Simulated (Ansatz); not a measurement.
A generator proposed this cell of Si2As2O.

```
Si As O
1.0
     4.24644    0.00000    0.00000
    -2.12322    3.67753    0.00000
     0.00000    0.00000    6.24414
Si As O
2 2 1
Direct
  0.33333 0.66667 0.50000
  0.66667 0.33333 0.50000
  0.33333 0.66667 0.00000
  0.66667 0.33333 0.00000
  0.00000 0.00000 0.50000
```

All numbers below come from DFT PBE, scalar-relativistic, plane waves, PAW (Ansatz). Plane waves to 420 eV, a k mesh through Γ of 6×6×4 on the computed 5-atom cell and Gaussian smearing (0.10 eV); no spin polarisation.

Formation energies are uncorrected and refer to the elements' standard structures at the same level (O₂ as a molecule).

Task: Estimate its pressure, forces and energy as it stands.

Result: The pressure is -2.3 GPa (the mean over three directions, positive in compression), the largest force is 0.00 eV/Å (symmetry fixes the atoms), and the energy is +0.42 eV/atom against the elements. The shortest distance is 2.45 Å.

Task: Is it a good guess?

Result: A rough one: relaxing gains about 0.22 eV/atom (the start's value is from the coarse mesh, so the gain is rough) in 11 ionic steps and ends at +0.20 eV/atom on the finer mesh. The symmetry stays P6/mmm (No. 191). The volume per atom shrinks by 13.3 %, from 19.5 to 16.9 Å³. The shortest distance goes from 2.45 Å (Si–O, As–As and Si–Si) to 2.50 Å (Si–O, As–As and Si–Si). The ratio c/a of the conventional cell changes by a factor of 0.82. Conventional cell: a = 4.333 Å, c = 5.197 Å. Si has 3 O at 2.50 Å, 3 Si at 2.50 Å and 2 As at 2.60 Å; As is surrounded by 3 As at 2.50 Å and 2 Si at 2.60 Å; around O lie 6 Si at 2.50 Å (long against covalent radii, as for large ions).

The last run used a 12×12×8 mesh (in the run's order of axes) for its 5-atom cell and Gaussian smearing of 0.10 eV. The reference form of As is held partly by dispersion forces, which this level lacks. The relaxation can't lower the symmetry of the start, and the grade says only how near the guess is to its own end. Symmetry constrained the relaxation, so the result can be a saddle point. Another cell of Si2As2O relaxed alike, in P6/mmm, lies 0.50 eV/atom lower, so this cell isn't the stable form at this level.
